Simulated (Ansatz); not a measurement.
The relaxed structure here is a generated cell of Ni: the first start was made by placing the elements on the sites of a structure type, and the end was not matched to a known phase here, so it may be hypothetical. Known forms of Ni include space group No. 225.

One stationary structure of Ni. Space group P6₃/mmc (No. 194), hcp (Mg type). Computed with PBEsol (plane waves to 420 eV, PAW, scalar-relativistic; Ansatz, an electronic-structure program).

```cif
data_Ni2
_chemical_formula_sum 'Ni2'
_space_group_name_H-M_alt 'P63/mmc'
_space_group_IT_number 194
_space_group_name_Hall '-P 6c 2c'
_cell_length_a 2.44707
_cell_length_b 2.44707
_cell_length_c 4.01788
_cell_angle_alpha 90.000
_cell_angle_beta 90.000
_cell_angle_gamma 120.000
loop_
_atom_site_label
_atom_site_type_symbol
_atom_site_symmetry_multiplicity
_atom_site_Wyckoff_symbol
_atom_site_fract_x
_atom_site_fract_y
_atom_site_fract_z
_atom_site_occupancy
Ni1 Ni 2 c 0.33333 0.66667 0.25000 1
```

Question: What is the computed magnetic moment (PBEsol)?

Answer: Net 0.63 μB/atom, ferromagnetic.

Spin state reached: ferromagnetic (net 0.63 μB/atom), from parallel starting moments; other spin orders were not run from this start.

The run could not lose the symmetry of its start, so the end can be a saddle point.
